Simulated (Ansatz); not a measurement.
**LiBiSe₂ (ordering on rocksalt): G0W0 against its settings**

LiBiSe₂ as one 4-atom ordering (R-3m) on the rocksalt lattice, relaxed with r2SCAN; one-shot G0W0 in Ansatz without spin-orbit coupling. All values are calculated for a non-magnetic cell, which may be hypothetical.

```cif
data_structure
_symmetry_space_group_name_H-M 'P 1'
_symmetry_Int_Tables_number 1
_cell_length_a 7.0281
_cell_length_b 7.0281
_cell_length_c 7.0281
_cell_angle_alpha 34.087
_cell_angle_beta 34.087
_cell_angle_gamma 34.087
_cell_volume 97.21
loop_
_atom_site_label
_atom_site_type_symbol
_atom_site_fract_x
_atom_site_fract_y
_atom_site_fract_z
_atom_site_occupancy
Li1 Li 0.00000 0.00000 0.00000 1
Bi1 Bi 0.50000 0.50000 0.50000 1
Se1 Se 0.25433 0.25433 0.25433 1
Se2 Se 0.74567 0.74567 0.74567 1
```

Gaps are read over the mesh points alone. G0W0 values are finite-basis, finite-mesh values.

| start | potentials | frequency model | mesh | empty bands | screening cutoff (eV) | Kohn-Sham gap (eV) | G0W0 gap (eV) | rough cost |
| --- | --- | --- | --- | --- | --- | --- | --- | --- |
| PBE | PAW | contour deformation | 4×4×4 | 157 | 80 | 1.05 | 1.46 | 5 core-minutes |
| PBE | PAW | contour deformation | 4×4×4 | 365 | 140 | 1.05 | 1.54 | 19 core-minutes |
| HSE06 | PAW | contour deformation | 4×4×4 | 365 | 140 | 1.57 | 1.78 | 30 core-minutes |

The quasiparticle gap on this mesh is 1.54 eV (direct at T), against 1.05 eV from PBE: +0.49 eV. Renormalisation factors Z lie between 0.72 and 0.78.

Raising bands and cutoff together moves the gap by +0.08 eV (80 to 140 eV); the last step is still large, so the basis limit isn't reached. Starting from HSE06 (1.57 eV against PBE's 1.05 eV) gives 1.78 eV, +0.24 eV from G0W0@PBE at the same screening cutoff.
